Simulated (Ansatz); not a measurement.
Te (trigonal-Te type, space group P3_121)

Space group P3₁21 (No. 152); a = b = 4.624 Å, c = 5.904 Å, α = β = 90.00°, γ = 120.00°

```tsv
atom	site	symmetry	x	y	z
Te	3a	.2.	0.7466	0.7466	0.0000
```

Equation-of-state scan: isotropic scaling of the cell above, V₀ being its volume. The atoms relax within the cell's symmetry.

Calculation: r2SCAN (plane waves to 500 eV, PAW, scalar-relativistic; Ansatz, a quantum-chemistry and plane-wave program). k mesh 8×8×6 (Γ-centred), Fermi-Dirac smearing 0.05 eV. The energy includes the smearing's −TS. With the shape held, the modulus is that of even scaling; a crystal free to change shape is softer. Spin-orbit coupling is left out, though Te is heavy. Te was relaxed with its symmetry unable to fall. The PAW data are Ansatz's earlier set. The zero of ΔE is the relaxed starting cell.

```json
[
 {"V (Å³/atom)": "32.793", "ΔE (meV/atom)": "28.7"},
 {"V (Å³/atom)": "33.400", "ΔE (meV/atom)": "19.0"},
 {"V (Å³/atom)": "34.007", "ΔE (meV/atom)": "11.6"},
 {"V (Å³/atom)": "34.614", "ΔE (meV/atom)": "6.3"},
 {"V (Å³/atom)": "35.222", "ΔE (meV/atom)": "2.7"},
 {"V (Å³/atom)": "35.829", "ΔE (meV/atom)": "0.6"},
 {"V (Å³/atom)": "36.436", "ΔE (meV/atom)": "0.0"},
 {"V (Å³/atom)": "37.044", "ΔE (meV/atom)": "0.6"},
 {"V (Å³/atom)": "37.651", "ΔE (meV/atom)": "2.3"},
 {"V (Å³/atom)": "38.258", "ΔE (meV/atom)": "5.0"},
 {"V (Å³/atom)": "38.865", "ΔE (meV/atom)": "8.6"},
 {"V (Å³/atom)": "39.472", "ΔE (meV/atom)": "13.0"},
 {"V (Å³/atom)": "40.080", "ΔE (meV/atom)": "18.1"}
]
```

**Question.** What bulk modulus at fixed cell shape B₀ follows from a third-order Birch-Murnaghan fit?

**Answer.** 19.8 GPa.

**Question.** What is the fitted pressure derivative B₀′?

**Answer.** 6.0.

(A scan under strain: stresses follow from slopes of the energy per volume, elastic moduli from its curvatures.)
